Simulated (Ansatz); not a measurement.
Run on Se (bcc type): DFT, LDA, PAW with Ansatz's default frozen-core files, scalar-relativistic (Ansatz 0.2.0). This run: cell relaxed at zero pressure.

The start is a guessed cell of a prototype that needn't be stable.

Command: `ansatz run input.yaml --threads 1 --pin off --max-ram 2048MiB --backend cpu --events-out ev --progress --plain --runs-dir out` It took 6.5 s on 1 thread of Arm Neoverse V2, on a shared host, peak memory 0.3 GiB.

```yaml
crystal:
  lattice:
    - [-1.7380133224, 1.7380133224, 1.7380133224]
    - [1.7380133224, -1.7380133224, 1.7380133224]
    - [1.7380133224, 1.7380133224, -1.7380133224]
  atoms:
    - { symbol: Se, position: [0.0, 0.0, 0.0] }
kpoints:
  mp_grid: { grid: [15, 15, 15] }
scf:
  occupations: { method: fermi_dirac, width: 0.08 }
hamiltonian:
  xc: lda
  pseudopotentials: { kind: paw }
output:
  forces: true
  stress: true
relax:
  f_tol: 0.005
  max_steps: 40
  cell: {}
```

Output:

```
Engine: ansatz 0.2.0
Pseudopotentials: kind: paw
Pseudopotential: Se, paw, valence charge 16, recommended cutoff 420 eV (normal), Se.paw.azcp
Functional definition: SPW92
  exchange = slater_x
  correlation = pw_c
Crystal: 1 atoms, lattice volume = 21.000 Å³
Basis set: ecut = 420 eV, 381 PW (Γ)
Bands: 12, of which v1, the nominal top of the filled ones, is band 8 counted from 1 (7 counted from 0)
Symmetry: 48 space group operations
Space group: Im-3m (ITA 229), of the structure as read, at distance tolerance 2.8e-5 Å
k-points: 120 of 3375
Non-local potential: Se, projectors of the file, l = 0: 2, l = 1: 2, l = 2: 3, l = 3: 1
PAW form: soft (Blöchl's): semilocal exchange-correlation on the pseudo side does not see the compensation charge
PAW frozen core: Se, regenerated for the run's functional, and the local potential with it (the file was generated under x = pbe(κ = 0.804, μ = 0.2195149727645171), c = pbe(β = 0.06672455060314922))
PAW one-centre angular grid: Se, 590 points (default); XC on 64 Gauss nodes
Initial density: superposition of atomic densities (neutral atoms: chi_scale 0, normalization atom), corrected by the library's trained network
Initial wavefunctions: pseudopotential atomic-orbital guess
Functional: x = slater, c = lda
SCF iter   1: F=—  HF=-5382.766124 eV  |F-HF|=—  |Δ(HF+E_count)|=         —  Δρ=4.80e-3  dr2=2.49e-3  ethr=1.77e-3  ⟨swp⟩=5.1  Hψ=8560  notcnv=0
preconditioner: auto → Kerker (q_TF=auto, 2.607 Å⁻¹)  [metal: Δε(μ)=0.050 eV  Ē_g=14.781 eV  σ=0.080 eV  W_gap=0.16  n_scr=12 (ndim 8)  ℏωp=19.8 eV  f_vac=0.000  D(μ)=0.96/eV (n_scr^D=12)]
SCF iter   2: F=—  HF=-5382.765386 eV  |F-HF|=—  |Δ(HF+E_count)|=   7.38e-4  Δρ=2.60e-3  dr2=8.07e-4  ethr=1.55e-5  ⟨swp⟩=1.0  Hψ=2415  notcnv=0
SCF iter   3: F=—  HF=-5382.765056 eV  |F-HF|=—  |Δ(HF+E_count)|=   3.30e-4  Δρ=4.35e-4  dr2=4.36e-5  ethr=5.05e-6  ⟨swp⟩=2.8  Hψ=2461  notcnv=0
SCF iter   4: F=—  HF=-5382.765046 eV  |F-HF|=—  |Δ(HF+E_count)|=   9.64e-6  Δρ=1.37e-4  dr2=2.45e-6  ethr=2.73e-7  ⟨swp⟩=2.0  Hψ=2401  notcnv=0
SCF iter   5: F=—  HF=-5382.765027 eV  |F-HF|=—  |Δ(HF+E_count)|=   1.94e-5  Δρ=9.53e-5  dr2=4.90e-7  ethr=1.53e-8  ⟨swp⟩=2.2  Hψ=2454  notcnv=0
SCF iter   6: F=—  HF=-5382.765027 eV  |F-HF|=—  |Δ(HF+E_count)|=   2.23e-7  Δρ=1.79e-5  dr2=8.91e-8  ethr=6.25e-10  ⟨swp⟩=4.4  Hψ=4981  notcnv=0
SCF iter   7: F=-5382.765027 eV  HF=-5382.765027 eV  |F-HF|=1.36e-8  |Δ(HF+E_count)|=   7.49e-8  Δρ=5.28e-6  dr2=7.86e-9  ethr=5.57e-10  ⟨swp⟩=3.9  Hψ=4539  notcnv=0
SCF 1 converged in 7 iterations: F = -5382.765027 eV  dr2 = 7.86e-9
  greatest PAW one-centre occupation: 1.000 electrons in one spin orbital (limit 2), on the Se atom at site 0 (counted from 0), in its partial waves of l = 2
relax step   1: F+E_penalty+E_count = -5382.76502656 eV  Δ(F+E_penalty+E_count) = +0.000e0 eV  max|allowed force component| = 0.000e0 eV/Å  Δτ_max = 0.0000 Å  P = -7.133 GPa  Ω = 21.000 Å³  (7 SCF iters, dr2 threshold 1.00e-7 eV, accepted)
Crystal: 1 atoms, lattice volume = 18.116 Å³
Basis set: ecut = 420 eV, 369 PW (Γ)
Initial density: handed on by an earlier stage of this run
Initial wavefunctions: those handed on with the density
iter 1 solved again at ethr=1.49e-5 eV; its pass at ethr=3.10e-3 eV (dr2=2.38e-3 eV) is discarded
SCF iter   1: F=—  HF=-5382.803097 eV  |F-HF|=—  |Δ(HF+E_count)|=         —  Δρ=3.81e-3  dr2=2.39e-3  ethr=1.49e-5  ⟨swp⟩=1.0  Hψ=11391  notcnv=0
preconditioner: auto → none  [metal: Δε(μ)=0.039 eV  Ē_g=15.776 eV  σ=0.080 eV  W_gap=0.12  n_scr=0 (ndim 8)  ℏωp=21.4 eV  f_vac=0.000  D(μ)=0.91/eV (n_scr^D=12)]
SCF iter   2: F=—  HF=-5382.802288 eV  |F-HF|=—  |Δ(HF+E_count)|=   8.09e-4  Δρ=1.44e-3  dr2=2.86e-4  ethr=1.49e-5  ⟨swp⟩=2.7  Hψ=2296  notcnv=0
SCF iter   3: F=—  HF=-5382.802250 eV  |F-HF|=—  |Δ(HF+E_count)|=   3.80e-5  Δρ=2.85e-4  dr2=1.11e-5  ethr=1.79e-6  ⟨swp⟩=1.3  Hψ=1592  notcnv=0
SCF iter   4: F=—  HF=-5382.802251 eV  |F-HF|=—  |Δ(HF+E_count)|=   1.18e-6  Δρ=5.35e-5  dr2=2.54e-7  ethr=6.92e-8  ⟨swp⟩=2.7  Hψ=2289  notcnv=0
SCF iter   5: F=-5382.802251 eV  HF=-5382.802251 eV  |F-HF|=9.09e-11  |Δ(HF+E_count)|=   8.56e-8  Δρ=2.09e-6  dr2=3.27e-10  ethr=6.25e-10  ⟨swp⟩=3.9  Hψ=4157  notcnv=0
SCF 2 converged in 5 iterations: F = -5382.802251 eV  dr2 = 3.27e-10
relax step   2: F+E_penalty+E_count = -5382.80225084 eV  Δ(F+E_penalty+E_count) = -3.722e-2 eV  max|allowed force component| = 0.000e0 eV/Å  Δτ_max = 0.0000 Å  P = +4.665 GPa  Ω = 18.116 Å³  energy of the carried Pulay correction = +6.336e-4 eV  (5 SCF iters, dr2 threshold 1.00e-7 eV, accepted)
Crystal: 1 atoms, lattice volume = 19.156 Å³
iter 1 solved again at ethr=2.75e-6 eV; its pass at ethr=3.10e-3 eV (dr2=4.40e-4 eV) is discarded
SCF iter   1: F=—  HF=-5382.814036 eV  |F-HF|=—  |Δ(HF+E_count)|=         —  Δρ=1.56e-3  dr2=4.37e-4  ethr=2.75e-6  ⟨swp⟩=2.0  Hψ=10721  notcnv=0
preconditioner: auto → Kerker (q_TF=auto, 2.648 Å⁻¹)  [metal: Δε(μ)=0.011 eV  Ē_g=15.364 eV  σ=0.080 eV  W_gap=0.03  n_scr=12 (ndim 8)  ℏωp=20.8 eV  f_vac=0.000  D(μ)=0.94/eV (n_scr^D=12)]
SCF iter   2: F=—  HF=-5382.813937 eV  |F-HF|=—  |Δ(HF+E_count)|=   9.87e-5  Δρ=9.69e-4  dr2=1.75e-4  ethr=2.73e-6  ⟨swp⟩=2.0  Hψ=2393  notcnv=0
SCF iter   3: F=—  HF=-5382.813901 eV  |F-HF|=—  |Δ(HF+E_count)|=   3.60e-5  Δρ=3.06e-4  dr2=2.10e-5  ethr=1.09e-6  ⟨swp⟩=1.0  Hψ=1452  notcnv=0
SCF iter   4: F=—  HF=-5382.813892 eV  |F-HF|=—  |Δ(HF+E_count)|=   9.37e-6  Δρ=8.74e-5  dr2=7.37e-7  ethr=1.31e-7  ⟨swp⟩=2.4  Hψ=2379  notcnv=0
SCF iter   5: F=-5382.813892 eV  HF=-5382.813892 eV  |F-HF|=7.55e-11  |Δ(HF+E_count)|=   4.83e-8  Δρ=4.14e-6  dr2=1.28e-9  ethr=6.25e-10  ⟨swp⟩=4.0  Hψ=4661  notcnv=0
SCF 3 converged in 5 iterations: F = -5382.813892 eV  dr2 = 1.28e-9
relax step   3: F+E_penalty+E_count = -5382.81389200 eV  Δ(F+E_penalty+E_count) = -1.164e-2 eV  max|allowed force component| = 0.000e0 eV/Å  Δτ_max = 0.0000 Å  P = -0.734 GPa  Ω = 19.156 Å³  energy of the carried Pulay correction = +3.868e-4 eV  (5 SCF iters, dr2 threshold 1.00e-7 eV, accepted)
Crystal: 1 atoms, lattice volume = 19.002 Å³
iter 1 solved again at ethr=5.65e-8 eV; its pass at ethr=3.10e-3 eV (dr2=9.04e-6 eV) is discarded
[... lines left out ...]
SCF iter   2: F=—  HF=-5382.814299 eV  |F-HF|=—  |Δ(HF+E_count)|=   1.87e-6  Δρ=1.34e-4  dr2=3.30e-6  ethr=5.18e-8  ⟨swp⟩=2.0  Hψ=2393  notcnv=0
SCF iter   3: F=—  HF=-5382.814299 eV  |F-HF|=—  |Δ(HF+E_count)|=   7.30e-7  Δρ=4.08e-5  dr2=3.72e-7  ethr=2.07e-8  ⟨swp⟩=1.2  Hψ=1520  notcnv=0
SCF iter   4: F=-5382.814299 eV  HF=-5382.814299 eV  |F-HF|=2.53e-9  |Δ(HF+E_count)|=   1.67e-7  Δρ=1.22e-5  dr2=1.41e-8  ethr=6.25e-10  ⟨swp⟩=4.0  Hψ=4629  notcnv=0
SCF 4 converged in 4 iterations: F = -5382.814299 eV  dr2 = 1.41e-8
relax step   4: F+E_penalty+E_count = -5382.81429857 eV  Δ(F+E_penalty+E_count) = -4.066e-4 eV  max|allowed force component| = 0.000e0 eV/Å  Δτ_max = 0.0000 Å  P = -0.031 GPa  Ω = 19.002 Å³  energy of the carried Pulay correction = +4.220e-4 eV  (4 SCF iters, dr2 threshold 1.00e-7 eV, accepted)
Initial wavefunctions: pseudopotential atomic-orbital guess (no wavefunctions were taken with the density)
iter 1 solved again at ethr=5.52e-8 eV; its pass at ethr=3.10e-3 eV (dr2=8.82e-6 eV) is discarded
SCF iter   1: F=—  HF=-5382.813877 eV  |F-HF|=—  |Δ(HF+E_count)|=         —  Δρ=8.23e-5  dr2=1.44e-7  ethr=5.52e-8  ⟨swp⟩=2.5  Hψ=11945  notcnv=0
preconditioner: auto → Kerker (q_TF=auto, 2.651 Å⁻¹)  [metal: Δε(μ)=0.024 eV  Ē_g=15.426 eV  σ=0.080 eV  W_gap=0.07  n_scr=12 (ndim 8)  ℏωp=20.9 eV  f_vac=0.000  D(μ)=0.94/eV (n_scr^D=12)]
SCF iter   2: F=—  HF=-5382.813877 eV  |F-HF|=—  |Δ(HF+E_count)|=   2.73e-7  Δρ=4.86e-5  dr2=9.71e-8  ethr=8.98e-10  ⟨swp⟩=2.0  Hψ=2406  notcnv=0
SCF iter   3: F=—  HF=-5382.813877 eV  |F-HF|=—  |Δ(HF+E_count)|=   6.16e-8  Δρ=1.88e-5  dr2=2.12e-8  ethr=6.07e-10  ⟨swp⟩=1.0  Hψ=1440  notcnv=0
SCF iter   4: F=—  HF=-5382.813877 eV  |F-HF|=—  |Δ(HF+E_count)|=  3.67e-10  Δρ=2.46e-6  dr2=6.42e-10  ethr=1.33e-10  ⟨swp⟩=1.9  Hψ=1809  notcnv=0
SCF iter   5: F=-5382.813877 eV  HF=-5382.813877 eV  |F-HF|=9.09e-13  |Δ(HF+E_count)|=  3.05e-10  Δρ=1.63e-7  dr2=4.12e-12  ethr=1.00e-12  ⟨swp⟩=3.9  Hψ=6512  notcnv=0
SCF 5 converged in 5 iterations: F = -5382.813877 eV  dr2 = 4.12e-12
relax step   5: F+E_penalty+E_count = -5382.81387717 eV  Δ(F+E_penalty+E_count) = +4.214e-4 eV  max|allowed force component| = 0.000e0 eV/Å  Δτ_max = 0.0000 Å  P = -0.034 GPa  Ω = 19.002 Å³  stress off target by 3.43e-2 GPa  SCF on the basis re-selected at this cell (its energy is not comparable with the rows above)  (5 SCF iters)
basis re-selected at this cell: Δ(F+E_penalty+E_count) = +4.214e-4 eV, ΔP = -0.003 GPa vs the last step (what re-selecting the basis moved, of the pressure what is left beyond the Pulay correction that the steps carried, after the strain that the cell walked since its last selection, with what the two solves' SCF thresholds leave and, on support functions, any second-order correction that the steps lacked; it is no measure of the basis error at this ecutwfc). The dense FFT grid was sized anew with the basis: this SCF ran on 20×20×20 points, the steps before it on 24×24×24, so part of this shift can come from that change (see relax.cell in the input reference). This SCF's stress stands 3.43e-2 GPa from its target on what of the cell is left free (relax.cell.stress_tol is 5.00e-2 GPa) and its largest allowed force component is 0.00e0 eV/Å (relax.f_tol is 5.00e-3 eV/Å): within both
SCF converged after 5 iterations
Free energy (F): -5382.813877 eV
Harris-Foulkes:  -5382.813877 eV  (|F-HF|=9.09e-13)
Internal energy: -5382.794546 eV  (E = F + TS)
E sigma→0 (E₀):  -5382.804211 eV
Entropy (-TS):   -0.019331 eV (-19.331 meV/atom)
Fermi energy:    12.076562 eV
--- Per-component energies (eV) ---
  E_band       = -332.390013
  E_kinetic    = 118.322467
  E_local      = -2002.373759  (includes V_loc(G=0)·N_el)
  E_nonlocal   = -587.393373
  E_hartree    = 1013.043503
  E_xc         = -103.573451
  E_vxc        = -98.429328  (∫ρ·V_xc dr)
  E_paw        = -1827.938223  (= ΣΔE_a)
  E_vpaw       = 211.397513  (= ΣTr[D̂ρ^β])
  E_aug_tail   = -0.000629  (compensation charges beyond the density's cutoff)
  E_ewald      = -1995.098443
  E_core_change = 2.217362  (= ΣΔE_core)
  E_smearing   = -0.019331  (= −TS)
  E_closure    = 0.000000  (closes the sum)
  Σ components = -5382.813877   (vs F -5382.813877, Δ=0.00e0)
--- Forces (eV/Å), atoms counted from 1 ---
  atom   1  Se     0.00000000     0.00000000     0.00000000
  max |Σ_I F_I| component: 6.57e-32 eV/Å
--- Stress (GPa, compression-positive) ---
       -0.034312       0.000000      -0.000000
        0.000000      -0.034312       0.000000
       -0.000000      -0.000000      -0.034312
  P = ⅓ Tr σ = -0.0343 GPa (-0.343 kbar)
--- Relaxed structure (4 steps of the walk, 4 accepted, 1 SCFs on fresh bases) ---
  F+E_penalty+E_count = -5382.81387717 eV   max|allowed force component| = 0.000e0 eV/Å   (the final SCF, on the basis selected at the relaxed cell)
  cell:  # Å, volume = 19.0017 Å³
    - [-1.6810373378482846, 1.6810373378482848, 1.6810373378482848]
    - [1.6810373378482846, -1.6810373378482848, 1.6810373378482848]
    - [1.6810373378482846, 1.6810373378482848, -1.6810373378482848]
  atoms:
    - { symbol: Se, position: [0.0, 0.0, 0.0] }
```

Next run (the series' base cell), as changes to the input before:

```diff
   lattice:
-    - [-1.7380133224, 1.7380133224, 1.7380133224]
-    - [1.7380133224, -1.7380133224, 1.7380133224]
-    - [1.7380133224, 1.7380133224, -1.7380133224]
+    - [-1.6810373378, 1.6810373378, 1.6810373378]
+    - [1.6810373378, -1.6810373378, 1.6810373378]
+    - [1.6810373378, 1.6810373378, -1.6810373378]
   atoms:
   mp_grid: { grid: [15, 15, 15] }
+  band_path:
+    path:
+      - [0.0, 0.0, 0.0]
+      - [0.5, -0.5, 0.5]
+      - [0.0, 0.0, 0.5]
+      - [0.0, 0.0, 0.0]
+      - [0.25, 0.25, 0.25]
+      - [0.5, -0.5, 0.5]
+      - [0.25, 0.25, 0.25]
+      - [0.0, 0.0, 0.5]
+    npoints: 8
 scf:
   stress: true
-relax:
-  f_tol: 0.005
-  max_steps: 40
-  cell: {}
+  eigenvalues: true
+  populations: true
+  dos: { projected: true, de: 0.2, e_range: [-14, 8] }
+  write_density: true
+  write_potential: true
+  elf: true
+  volumetric_format: npy
```

Results part of the output:

```
SCF 1 converged in 7 iterations: F = -5382.813877 eV  dr2 = 1.75e-8
  Residual-converged pass: ⟨swp⟩=1.0  Hψ=1920  notcnv=0  max |occ|·‖R‖ = 7.0e-9 eV (tolerance 1.0e-8 eV)  dr2=1.75e-8  dr2_onsite=3.57e-8  max |Δocc| = 4.8e-11
  greatest PAW one-centre occupation: 1.000 electrons in one spin orbital (limit 2), on the Se atom at site 0 (counted from 0), in its partial waves of l = 2
NSCF: frozen V_eff on 57 k-points
SCF converged after 7 iterations
Free energy (F): -5382.813877 eV
Harris-Foulkes:  -5382.813877 eV  (|F-HF|=4.45e-8)
Internal energy: -5382.794546 eV  (E = F + TS)
E sigma→0 (E₀):  -5382.804211 eV
Entropy (-TS):   -0.019331 eV (-19.331 meV/atom)
Fermi energy:    12.076440 eV
--- Per-component energies (eV) ---
  E_band       = -332.398946
  E_kinetic    = 118.323047
  E_local      = -2002.377099  (includes V_loc(G=0)·N_el)
  E_nonlocal   = -587.396965
  E_hartree    = 1013.046419
  E_xc         = -103.573734
  E_vxc        = -98.429643  (∫ρ·V_xc dr)
  E_paw        = -1827.934504  (= ΣΔE_a)
  E_vpaw       = 211.396915  (= ΣTr[D̂ρ^β])
  E_aug_tail   = -0.000629  (compensation charges beyond the density's cutoff)
  E_ewald      = -1995.098443
  E_core_change = 2.217362  (= ΣΔE_core)
  E_smearing   = -0.019331  (= −TS)
  E_closure    = 0.000000  (closes the sum)
  Σ components = -5382.813877   (vs F -5382.813877, Δ=0.00e0)
--- Forces (eV/Å), atoms counted from 1 ---
  atom   1  Se    -0.00000000    -0.00000000     0.00000000
  max |Σ_I F_I| component: 1.64e-32 eV/Å
--- Stress (GPa, compression-positive) ---
       -0.034830       0.000000       0.000000
       -0.000000      -0.034830      -0.000000
        0.000000      -0.000000      -0.034830
  P = ⅓ Tr σ = -0.0348 GPa (-0.348 kbar)
--- Band table (eV; the first three rows and the last of 120) ---
  k-point 0: bands = ["-36.5230", "-36.5230", "-36.5230", "-36.5119", "-36.5119", "-4.6598", "15.3853", "15.3853", "15.3853", "24.0249", "24.8405", "24.8405"]
  k-point 1: bands = ["-36.5231", "-36.5226", "-36.5220", "-36.5121", "-36.5120", "-4.5590", "14.7460", "15.1651", "15.3445", "24.1789", "24.3875", "24.9012"]
  k-point 2: bands = ["-36.5235", "-36.5216", "-36.5194", "-36.5126", "-36.5121", "-4.2591", "13.2121", "14.6155", "15.2275", "23.1273", "23.4718", "25.9741"]
  k-point 119: bands = ["-36.5233", "-36.5232", "-36.5034", "-36.5034", "-36.5034", "1.7442", "8.5492", "8.6797", "8.6797", "15.9475", "16.2210", "34.3887"]
--- Löwdin populations: 1 site ---
  site symbol       q [e]
     0     Se     15.9445
  spilling = 0.003467 (of n_electrons = 16.000000)
```

Next run (volume at 0.9 of the series' base cell), as changes to the input before:

```diff
   lattice:
-    - [-1.6810373378, 1.6810373378, 1.6810373378]
-    - [1.6810373378, -1.6810373378, 1.6810373378]
-    - [1.6810373378, 1.6810373378, -1.6810373378]
+    - [-1.6230237048, 1.6230237048, 1.6230237048]
+    - [1.6230237048, -1.6230237048, 1.6230237048]
+    - [1.6230237048, 1.6230237048, -1.6230237048]
   atoms:
   mp_grid: { grid: [15, 15, 15] }
-  band_path:
-    path:
-      - [0.0, 0.0, 0.0]
-      - [0.5, -0.5, 0.5]
-      - [0.0, 0.0, 0.5]
-      - [0.0, 0.0, 0.0]
-      - [0.25, 0.25, 0.25]
-      - [0.5, -0.5, 0.5]
-      - [0.25, 0.25, 0.25]
-      - [0.0, 0.0, 0.5]
-    npoints: 8
 scf:
   populations: true
-  dos: { projected: true, de: 0.2, e_range: [-14, 8] }
-  write_density: true
-  write_potential: true
-  elf: true
-  volumetric_format: npy
```

Results part of the output:

```
SCF 1 converged in 6 iterations: F = -5382.750825 eV  dr2 = 1.11e-8
  greatest PAW one-centre occupation: 1.000 electrons in one spin orbital (limit 2), on the Se atom at site 0 (counted from 0), in its partial waves of l = 2
SCF converged after 6 iterations
Free energy (F): -5382.750825 eV
Harris-Foulkes:  -5382.750825 eV  (|F-HF|=3.00e-8)
Internal energy: -5382.732875 eV  (E = F + TS)
E sigma→0 (E₀):  -5382.741850 eV
Entropy (-TS):   -0.017950 eV (-17.950 meV/atom)
Fermi energy:    14.194858 eV
--- Per-component energies (eV) ---
  E_band       = -303.081994
  E_kinetic    = 120.456376
  E_local      = -1890.296039  (includes V_loc(G=0)·N_el)
  E_nonlocal   = -587.340383
  E_hartree    = 971.157614
  E_xc         = -104.665092
  E_vxc        = -99.841298  (∫ρ·V_xc dr)
  E_paw        = -1827.850548  (= ΣΔE_a)
  E_vpaw       = 211.618729  (= ΣTr[D̂ρ^β])
  E_aug_tail   = -0.000587  (compensation charges beyond the density's cutoff)
  E_ewald      = -2066.411578
  E_core_change = 2.217362  (= ΣΔE_core)
  E_smearing   = -0.017950  (= −TS)
  E_closure    = -0.000000  (closes the sum)
  Σ components = -5382.750825   (vs F -5382.750825, Δ=0.00e0)
--- Forces (eV/Å), atoms counted from 1 ---
  atom   1  Se     0.00000000    -0.00000000     0.00000000
  max |Σ_I F_I| component: 2.55e-31 eV/Å
--- Stress (GPa, compression-positive) ---
       11.744783       0.000000       0.000000
        0.000000      11.744783       0.000000
        0.000000       0.000000      11.744783
  P = ⅓ Tr σ = 11.7448 GPa (117.448 kbar)
--- Band table (eV; the first three rows and the last of 120) ---
  k-point 0: bands = ["-34.5948", "-34.5948", "-34.5948", "-34.5772", "-34.5772", "-3.6499", "18.0968", "18.0968", "18.0968", "27.2255", "27.2255", "27.2255"]
  k-point 1: bands = ["-34.5950", "-34.5943", "-34.5934", "-34.5774", "-34.5772", "-3.5365", "17.3746", "17.8237", "18.0435", "26.7109", "26.8353", "27.7319"]
  k-point 2: bands = ["-34.5956", "-34.5928", "-34.5894", "-34.5782", "-34.5775", "-3.1985", "15.6422", "17.1579", "17.8906", "25.5364", "25.6965", "29.0814"]
  k-point 119: bands = ["-34.5951", "-34.5949", "-34.5654", "-34.5654", "-34.5653", "4.1023", "10.1919", "10.3280", "10.3280", "17.5228", "17.8428", "37.7913"]
--- Löwdin populations: 1 site ---
  site symbol       q [e]
     0     Se     15.9314
  spilling = 0.004290 (of n_electrons = 16.000000)
```

Next run (volume at 0.8 of the series' base cell), as changes to the input before:

```diff
   lattice:
-    - [-1.6230237048, 1.6230237048, 1.6230237048]
-    - [1.6230237048, -1.6230237048, 1.6230237048]
-    - [1.6230237048, 1.6230237048, -1.6230237048]
+    - [-1.5605368272, 1.5605368272, 1.5605368272]
+    - [1.5605368272, -1.5605368272, 1.5605368272]
+    - [1.5605368272, 1.5605368272, -1.5605368272]
   atoms:
   mp_grid: { grid: [15, 15, 15] }
+  band_path:
+    path:
+      - [0.0, 0.0, 0.0]
+      - [0.5, -0.5, 0.5]
+      - [0.0, 0.0, 0.5]
+      - [0.0, 0.0, 0.0]
+      - [0.25, 0.25, 0.25]
+      - [0.5, -0.5, 0.5]
+      - [0.25, 0.25, 0.25]
+      - [0.0, 0.0, 0.5]
+    npoints: 8
 scf:
   populations: true
+  dos: { projected: true, de: 0.2, e_range: [-14, 8] }
+  write_density: true
+  write_potential: true
+  elf: true
+  volumetric_format: npy
```

Command: `ansatz run input.yaml --threads 1 --pin off --max-ram 2048MiB --backend cpu --events-out ev --progress --plain --runs-dir out` It took 1.9 s on 1 thread of Arm Neoverse V2, on a shared host, peak memory 0.27 GiB.

Results part of the output:

```
SCF 1 converged in 6 iterations: F = -5382.500501 eV  dr2 = 7.44e-9
  Residual-converged pass: ⟨swp⟩=1.0  Hψ=1920  notcnv=0  max |occ|·‖R‖ = 7.1e-9 eV (tolerance 1.0e-8 eV)  dr2=7.44e-9  dr2_onsite=1.98e-8  max |Δocc| = 8.1e-11
  greatest PAW one-centre occupation: 1.000 electrons in one spin orbital (limit 2), on the Se atom at site 0 (counted from 0), in its partial waves of l = 2
NSCF: frozen V_eff on 57 k-points
SCF converged after 6 iterations
Free energy (F): -5382.500501 eV
Harris-Foulkes:  -5382.500501 eV  (|F-HF|=2.31e-8)
Internal energy: -5382.484331 eV  (E = F + TS)
E sigma→0 (E₀):  -5382.492416 eV
Entropy (-TS):   -0.016169 eV (-16.169 meV/atom)
Fermi energy:    16.803221 eV
--- Per-component energies (eV) ---
  E_band       = -267.100061
  E_kinetic    = 123.376629
  E_local      = -1762.249829  (includes V_loc(G=0)·N_el)
  E_nonlocal   = -587.260296
  E_hartree    = 924.370023
  E_xc         = -106.049868
  E_vxc        = -101.629756  (∫ρ·V_xc dr)
  E_paw        = -1827.733110  (= ΣΔE_a)
  E_vpaw       = 211.919136  (= ΣTr[D̂ρ^β])
  E_aug_tail   = -0.000594  (compensation charges beyond the density's cutoff)
  E_ewald      = -2149.154648
  E_core_change = 2.217362  (= ΣΔE_core)
  E_smearing   = -0.016169  (= −TS)
  E_closure    = 0.000000  (closes the sum)
  Σ components = -5382.500501   (vs F -5382.500501, Δ=0.00e0)
--- Forces (eV/Å), atoms counted from 1 ---
  atom   1  Se    -0.00000000     0.00000000    -0.00000000
  max |Σ_I F_I| component: 5.75e-32 eV/Å
--- Stress (GPa, compression-positive) ---
       32.430713       0.000000       0.000000
        0.000000      32.430713      -0.000000
        0.000000       0.000000      32.430713
  P = ⅓ Tr σ = 32.4307 GPa (324.307 kbar)
--- Band table (eV; the first three rows and the last of 120) ---
  k-point 0: bands = ["-32.2300", "-32.2300", "-32.2300", "-32.2013", "-32.2013", "-2.4426", "21.4831", "21.4831", "21.4831", "30.1631", "30.1631", "30.1631"]
  k-point 1: bands = ["-32.2303", "-32.2292", "-32.2278", "-32.2018", "-32.2015", "-2.3149", "20.6511", "21.1339", "21.4109", "29.5659", "29.7852", "30.7631"]
  k-point 2: bands = ["-32.2313", "-32.2270", "-32.2216", "-32.2030", "-32.2017", "-1.9334", "18.6625", "20.3111", "21.2043", "28.4274", "28.4282", "32.3015"]
  k-point 119: bands = ["-32.2306", "-32.2303", "-32.1842", "-32.1842", "-32.1841", "7.0365", "12.2360", "12.3624", "12.3624", "19.4621", "19.8430", "41.9507"]
--- Löwdin populations: 1 site ---
  site symbol       q [e]
     0     Se     15.9143
  spilling = 0.005358 (of n_electrons = 16.000000)
```

The PAW files were made under PBE. The structure type is held throughout; the real material can change phase at far lower pressure.
